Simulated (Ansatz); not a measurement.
A relaxed structure of Sr₂H₅Rh is spoiled in several ways and relaxed again each time (noise and exchanges are one random draw each; squeezed and stretched starts keep its symmetry, which their runs cannot lower; pressure is positive under compression). The numbers are results of r2SCAN (plane waves to 500 eV, PAW, scalar-relativistic; Ansatz, an electronic-structure program), not measurements.

```cif
data_H10Rh2Sr4
_chemical_formula_sum 'Sr4 H10 Rh2'
_space_group_name_H-M_alt 'I4mm'
_space_group_IT_number 107
_space_group_name_Hall 'I 4 -2'
_cell_length_a 5.33140
_cell_length_b 5.33140
_cell_length_c 7.74723
_cell_angle_alpha 90.000
_cell_angle_beta 90.000
_cell_angle_gamma 90.000
loop_
_atom_site_label
_atom_site_type_symbol
_atom_site_symmetry_multiplicity
_atom_site_Wyckoff_symbol
_atom_site_fract_x
_atom_site_fract_y
_atom_site_fract_z
_atom_site_occupancy
Sr1 Sr 4 b 0.00000 0.50000 0.24939 1
H1 H 8 c 0.27838 0.27838 0.49421 1
H2 H 2 a 0.00000 0.00000 0.23984 1
Rh1 Rh 2 a 0.00000 0.00000 0.00755 1
```
(The calculation used a cell of 8 atoms; values per cell refer to that cell.)

```
change                                                                                                             first pressure (GPa)  largest first force (eV/Å)  released (eV/atom)  moves                outcome  final group  E − E(parent) (eV/atom)
-----------------------------------------------------------------------------------------------------------------  --------------------  --------------------------  ------------------  -----  ---------------------  -----------  -----------------------
deformed by the Cartesian strain tensor (xx, yy, zz, yz, xz, xy) = (0.069, 0.033, -0.108, -0.042, -0.139, -0.073)                   5.6                        1.42                0.30      9             (withheld)   (withheld)               (withheld)
squeezed uniformly to 70 % of its volume                                                                                     (withheld)                        3.37          (withheld)      8             (withheld)   (withheld)               (withheld)
with one H and one Sr atom exchanged in a cell of 8 atoms                                                                             –                           –                 2.0     45         trapped higher         C2/m                   +0.094
shaken by Gaussian noise of σ = 0.08 Å a coordinate                                                                                -0.7                        3.31                0.06      4  returns to the parent         I4mm                    0.000
```

**Question.** Fill in the missing entries.

**Answer.** 
- squeezed uniformly to 70 % of its volume, first pressure (GPa): 48.0
- squeezed uniformly to 70 % of its volume, released (eV/atom): 0.46
- squeezed uniformly to 70 % of its volume, outcome: returns to the parent
- squeezed uniformly to 70 % of its volume, final group: I4mm
- squeezed uniformly to 70 % of its volume, E − E(parent) (eV/atom): 0.000
- deformed by the Cartesian strain tensor (xx, yy, zz, yz, xz, xy) = (0.069, 0.033, -0.108, -0.042, -0.139, -0.073), outcome: returns to the parent
- deformed by the Cartesian strain tensor (xx, yy, zz, yz, xz, xy) = (0.069, 0.033, -0.108, -0.042, -0.139, -0.073), final group: I4mm
- deformed by the Cartesian strain tensor (xx, yy, zz, yz, xz, xy) = (0.069, 0.033, -0.108, -0.042, -0.139, -0.073), E − E(parent) (eV/atom): 0.000

First-step values come from each run's starting, coarser k-mesh (6×6×7, 7×7×7, 5×5×6). Each cell has its own k-point mesh; energy differences are given only to the digits this allows. No spin polarisation in the result.

The relaxation started from an entry of Materials Project.
